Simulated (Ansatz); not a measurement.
An Ansatz (a program for electronic structure) input:

Ansatz 0.2 input:
```yaml
crystal:
  lattice:
    - [4.2424717229, 0.0, 0.0]
    - [-2.1212358615, 3.6740882869, 0.0]
    - [0.0, 0.0, 6.8239390491]
  atoms:
    - { symbol: Cd, position: [0.0, 0.0, 0.0] }
    - { symbol: I, position: [0.3333333333, 0.6666666667, 0.2534755596] }
    - { symbol: I, position: [0.6666666667, 0.3333333333, 0.7465244404] }
kpoints:
  mp_grid: { grid: [6, 6, 3] }
hamiltonian:
  xc: hse06
  pseudopotentials: { kind: paw }
scf:
  n_extra_bands: 6
  occupations: { method: fixed }
output:
  eigenvalues: true
  eigenstates:
    e_range: [-9.0, 11.4]
    kpoints:
      - [-0.122396, 0.122396, 0.210938]  # VBM
      - [0.0, 0.450521, 0.356771]  # CBM
      - [0.0, 0.0, 0.0]  # GAMMA
      - [0.0, 0.0, 0.5]  # A
      - [0.3333333333, 0.3333333333, 0.0]  # K
      - [0.3333333333, 0.3333333333, 0.5]  # H
      - [0.5, 0.0, 0.0]  # M
      - [0.5, 0.0, 0.5]  # L
```

**Question.** How many symmetry operations and irreducible k-points will the run report?

**Answer.** 12 operations, 17 of 108 k-points.

**Question.** With a cutoff of 420 eV, how many plane waves at Γ?

**Answer.** 2069.

It took very roughly 4 core-minutes on shared server cores.

The points marked VBM and CBM come from a semilocal run.

Space group P-3m1 (CdI2 type). The PBE+D3(BJ) relaxation kept the symmetry of its start; phonons on a q-mesh show no instability. Spin–orbit coupling is left out wherever it is not named.

Potentials: the later of the program's two PAW sets.

Ansatz is a plane-wave DFT program.
